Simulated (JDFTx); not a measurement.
System: Au(111) (Fm-3m bulk; lattice of mp-81, not re-optimised at this level), 1x1 cell of 3 atoms in 3 planes, area 7.53 Å² a face, 4.8 Å between the outermost planes in a cell 20.8 Å high; k mesh 8×8×1, Fermi width 0.01 Ha, no spin polarisation.

All numbers are PBE, GBRV ultrasoft potentials, plane waves to 20/100 Ha results from a modified build of JDFTx, not measurements. Liquid: CANDLE, water, 2 M NaCl. The neutral cell holds 33 valence electrons and has two faces of 7.534 Å² each. Last filling lines of the neutral and of a charged run (μ in hartree, zero in the bulk liquid):

```
FillingsUpdate:  mu: -0.182396421  nElectrons: 33.000000
FillingsUpdate:  mu: -0.203591000  nElectrons: 32.938844
```

A calculation by hand: both potentials, by the convention U = −μ/e − 4.44 V vs SHE, the surface charge density and the mean capacitance.

U_pzc = 0.18240 × 27.2114 − 4.44 = 0.52 V; U = 0.20359 × 27.2114 − 4.44 = 1.10 V. The cell has -0.0612 excess electrons, a net charge of 0.0612 e, shared by two faces: σ = 0.0612 e / (2 × 7.534 Å²) = 0.00406 e/Å² = 6.5 μC/cm² (1 e/Å² = 1602.18 μC/cm²). C = σ/(U − U_pzc) = 6.5/0.58 ≈ 11 μF/cm².
